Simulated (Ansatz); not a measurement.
**Property card for Ga**

Ga:
```
Ga
1.0
    2.23602    -3.79761     0.00000
    2.23602     3.79761     0.00000
    0.00000     0.00000     4.52519
Ga
4
Direct
  0.65602   0.34398   0.41536
  0.34398   0.65602   0.58464
  0.84398   0.15602   0.91536
  0.15602   0.84398   0.08464
```

Space group Cmce (No. 64), α-Ga; conventional cell a = 4.472 Å, b = 7.595 Å, c = 4.525 Å, α = β = γ = 90.00°.

Method: r²SCAN in the plane-wave PAW code Ansatz. The cell and atoms are relaxed at this level. Other levels are named where they apply.

Cell and energy:

| Item | Value |
|---|---|
| Volume per atom | 19.21 Å³ |
| Density | 6.03 g/cm³ |

Electronic structure:

| Quantity | Result |
|---|---|
| Electronic character | metallic (no gap) |
| Density of states at the Fermi level | 0.14 states/eV per atom (mean over ±0.08 eV) |
| Gap with spin–orbit coupling | none (metallic) |

Mechanics:

| Item | Value |
|---|---|
| Bulk modulus (Birch–Murnaghan fit) | 625 kbar |
| Pressure derivative B′ | 4.9 |

Phonons:

| Property | Value |
|---|---|
| Highest zone-centre frequency | 7.20 THz |
| Zone-centre stability | no imaginary mode at Γ |

The cell was relaxed with r²SCAN under the symmetry of its start. As this level gives no gap, phonon frequencies hold no LO–TO term and depend on the k-mesh and smearing (Fermi–Dirac, 0.1 eV here). Axis ratios of metals converge slowly with the k-mesh, so a and c are less sure than the volume. Scalar-relativistic: spin–orbit coupling is off unless named, which matters more the heavier the elements.

Potentials: the later of the program's two PAW sets.
